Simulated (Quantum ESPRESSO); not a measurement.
# Strain and stress in Al2SiZnN4

These are calculations, not measurements. They come from pw.x of Quantum ESPRESSO 7.5, a plane-wave density functional program, with PseudoDojo standard norm-conserving files (v0.5 for PBE, v0.4.1 for LDA and PBEsol). The cells are made up: elements, strain and atom displacements were drawn at random, and nothing was relaxed. There is no spin polarisation, spin-orbit coupling or dispersion term.

The cell has 8 sites of a wurtzite lattice (rectangular cell). Sites 1 to 4 hold Al Si Zn Al; sites 5 to 8 hold N N N N. Cell vectors in Å: (3.204, 0.000, 0.000); (0.000, 5.549, 0.000); (0.000, 0.000, 5.227). Settings: PBE, cutoff 1143 eV, 8 x 6 x 6 k mesh shifted by half a step, Fermi-Dirac smearing of 0.1 eV.

Each run adds the same strain along x and y to one cell, with the atoms carried along; the vectors above are those of run 4. Stress is positive in tension and P is minus a third of its trace. E is the free energy for each atom above the lowest run shown.

```
run  strain (%)  s_xx (GPa)  s_yy (GPa)  s_zz (GPa)  s_xy (GPa)  P (GPa)  E (meV/atom)
  1       -2.35        3.07        0.64       12.14        2.08    -5.29          0.00
  2       -2.01        4.61        2.38       12.43        1.96    -6.47          1.31
  3       -1.25        7.82        6.04       13.02        1.69    -8.96          6.90
  5        0.56       14.36       13.56       14.22        1.11   -14.05         34.45
  6        1.12       16.10       15.58       14.55        0.95   -15.41         46.65
  7        2.08       18.81       18.72       15.05        0.70   -17.53         71.18
  4        0.09           ?           ?           ?           ?        ?             ?
```

A rerun of one of these cells at 1437 eV and k mesh 10 x 8 x 8 moved values by no more than 0.002 eV in the cell's energy, 0.02 GPa in stress and 0.003 eV/Å in force.

## Worked fit

A parabola through the six runs shown gives s_xx = 12.49 + 3.49 e - 0.218 e² GPa, with e in per cent and a scatter of 0.03 GPa. The slope is a stiffness of 349 ± 4 GPa for each unit of this strain at e = 0, the sum of the responses of s_xx to strain along x and along y. The atoms are clamped, and relaxing them would in general lower it. The error is the larger of the fit's own and the change that a cubic makes, rounded up.

## Withheld run

Question: what s_xx should run 4 give?

The fit gives 12.80 GPa. The calculation gave 12.80 GPa.

| run | strain (%) | s_xx (GPa) | s_yy (GPa) | s_zz (GPa) | s_xy (GPa) | P (GPa) | E (meV/atom) |
| --- | --- | --- | --- | --- | --- | --- | --- |
| 4 | 0.09 | 12.80 | 11.76 | 13.93 | 1.25 | -12.83 | 25.56 |